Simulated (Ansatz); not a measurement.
# Ansatz 0.2.0, settings compared: SrCoS2

Run with:

```bash
ansatz run input.yaml --threads 1 --pin off --max-ram 2560MiB --backend cpu --events-out ev --progress --plain --runs-dir out
```

input.yaml:

```yaml
crystal:
  lattice:
    - [3.165113, 3.190321, 0.0]
    - [3.165113, -3.190321, 0.0]
    - [0.0, 0.0, -8.786428]
  atoms:
    - { symbol: Sr, position: [0.25, 0.75, 0.8019] }
    - { symbol: Sr, position: [0.75, 0.25, 0.1981] }
    - { symbol: Co, position: [0.25, 0.75, 0.4068] }
    - { symbol: Co, position: [0.75, 0.25, 0.5932] }
    - { symbol: S, position: [0.25, 0.75, 0.1504] }
    - { symbol: S, position: [0.75, 0.25, 0.8496] }
    - { symbol: S, position: [0.75, 0.75, 0.5] }
    - { symbol: S, position: [0.25, 0.25, 0.5] }
  symmetry: { tolerance: 0.0003 }
kpoints:
  mp_grid: { grid: [4, 4, 2], shift: [0, 0, 0] }
magnetization:
  spin_polarized: false
scf:
  occupations: { method: fermi_dirac }
hamiltonian:
  pseudopotentials: { kind: paw }
  xc: r2scan
basis:
  ecutwfc: 500
output:
  forces: true
  stress: true
  eigenvalues: true
  write_density: true
  write_potential: true
  elf: true
  volumetric_format: npy
```

Origin of the cell: a known structure type with other elements, at an estimated volume, so it need not be a known compound.

The smearing width isn't typed, so it takes its default of 0.1 eV.

Output of this run (shortened):

```
Pseudopotentials: kind: paw
Pseudopotential: Sr, paw, valence charge 10, recommended cutoff 500 eV (meta_gga), Sr.paw.azcp
Pseudopotential: Co, paw, valence charge 17, recommended cutoff 500 eV (meta_gga), Co.paw.azcp
Pseudopotential: S, paw, valence charge 6, recommended cutoff 500 eV (meta_gga), S.paw.azcp
Functional definition: r2SCAN
  exchange = r2scan_x(k0 = k0, k1 = k1, a1 = a1)
  correlation = r2scan_c
Crystal: 8 atoms, lattice volume = 177.446 Å³
Basis set: ecut = 500 eV, 4513 PW (Γ), exchange–correlation on 144×144×288 points (64 copies of the dense FFT grid, shifted against one another)
Bands: 47, of which v1, the nominal top of the filled ones, is band 39 counted from 1 (38 counted from 0)
Symmetry: 8 space group operations
[… 11 lines left out …]
Initial density: superposition of atomic densities (neutral atoms: chi_scale 0, normalization atom), corrected by the library's trained network
Functional: x = r2scan, c = r2scan; τ floored in thin density (d = 2e-4 eV/Å³)
SCF iter   1: F=—  HF=-21005.824162 eV  Δρ=1.23e-2  dr2=1.62e-1  dr2_τ=1.20e-1  defer=3
SCF iter   2: F=—  HF=-21006.056047 eV  Δρ=5.00e-3  dr2=3.17e-2  dr2_τ=3.36e-3  defer=11
SCF iter   3: F=—  HF=-21006.057997 eV  Δρ=3.69e-3  dr2=7.33e-3  dr2_τ=7.92e-4  defer=11
SCF iter   4: F=—  HF=-21006.056251 eV  Δρ=7.20e-4  dr2=7.29e-4  dr2_τ=2.92e-5  defer=11
SCF iter   5: F=—  HF=-21006.056221 eV  Δρ=1.46e-4  dr2=7.75e-5  dr2_τ=6.22e-6  defer=11
SCF iter   6: F=—  HF=-21006.056386 eV  Δρ=6.39e-5  dr2=8.68e-6  dr2_τ=4.92e-7  defer=10
SCF iter   7: F=—  HF=-21006.056384 eV  Δρ=1.66e-5  dr2=1.04e-6  dr2_τ=3.49e-8  defer=10
SCF iter   8: F=-21006.056384 eV  HF=-21006.056384 eV  Δρ=7.06e-6  dr2=7.88e-8  dr2_τ=4.08e-9
SCF 1 converged in 8 iterations: F = -21006.056384 eV  dr2 = 7.88e-8
SCF converged after 8 iterations
Free energy (F): -21006.056384 eV
Harris-Foulkes:  -21006.056384 eV  (|F-HF|=5.09e-8)
Internal energy: -21005.841233 eV  (E = F + TS)
E sigma→0 (E₀):  -21005.948808 eV
Entropy (-TS):   -0.215151 eV (-26.894 meV/atom)
Fermi energy:    8.062669 eV
--- Per-component energies (eV) ---
  E_band       = -1054.148950
  E_kinetic    = 1814.023045
  E_local      = -12481.769587  (includes V_loc(G=0)·N_el)
  E_nonlocal   = 1441.071595
  E_hartree    = 5211.205413
  E_xc         = -1004.380557
  E_vxc        = -1185.490160  (∫ρ·V_xc dr)
  E_paw        = -10923.278738  (= ΣΔE_a)
  E_vpaw       = -1129.734965  (= ΣTr[D̂ρ^β])
  E_aug_tail   = 0.000075  (compensation charges beyond the density's cutoff)
  E_vtau       = 65.371822  (kinetic-family band-sum trace: ∫τ·v_τ [+ j·A + Jᵃ·Aᵃ] dr)
  E_ewald      = -5061.390928
  E_core_change = -1.321552  (= ΣΔE_core)
  E_smearing   = -0.215151  (= −TS)
  Σ components = -21006.056384   (vs F -21006.056384, Δ=0.00e0)
--- Forces (eV/Å), atoms counted from 1 ---
  atom   1  Sr     0.000000     0.000000    -0.115143
[… 2 lines left out …]
  atom   4  Co    -0.000000     0.000000     0.601623
  atom   5  S      0.000000     0.000000    -0.242346
  atom   6  S      0.000000     0.000000     0.242346
  atom   7  S      0.000000     0.000000     0.000000
  atom   8  S      0.000000     0.000000     0.000000
  max |Σ_I F_I| component: 2.78e-17 eV/Å
--- Stress (GPa, compression-positive) ---
      -10.179027       0.000000       0.000000
        0.000000     -10.808249       0.000000
        0.000000       0.000000      -4.767917
  P = ⅓ Tr σ = -8.5851 GPa (-85.851 kbar)
```

The same input was run again with these changes:

1. `scf.initial_density.chi_scale` default → 0.0
2. `scf.n_extra_bands` default → 4; `scf.occupations.method` fermi_dirac → methfessel_paxton; `scf.occupations.width` default → 0.05
3. `hamiltonian.hubbard` default → { sites: [{ species: Co, l: d, u_eff: 1.0 }], double_counting: amf }
4. `accuracy` default → medium

| run | end | SCF iterations | P (GPa) | max force component (eV/Å) | moment (μB) | ΔE(σ→0) (meV/atom) |
| --- | --- | --- | --- | --- | --- | --- |
| base | converged | 8 | -8.59 | 0.602 | – | 0 |
| 1 | converged | 14 | -8.59 | 0.602 | – | 0.00 |
| 2 | converged | 11 | -8.78 | 0.369 | – | 2.32 |
| 3 | converged | 14 | -8.05 | 1.025 | – | – |
| 4 | converged | 8 | -8.59 | 0.602 | – | 0.00 |

Energies are compared only where functional, datasets, charge and starting cell are the same.

Caveats of the base run: no spin polarisation, so a magnetic state may lie lower; the k mesh is coarse if the cell is a metal.

The base run ran for 29 s on 1 thread of Arm Neoverse V1, with other jobs on the host, peak memory 0.86 GiB, from the program's own first density.
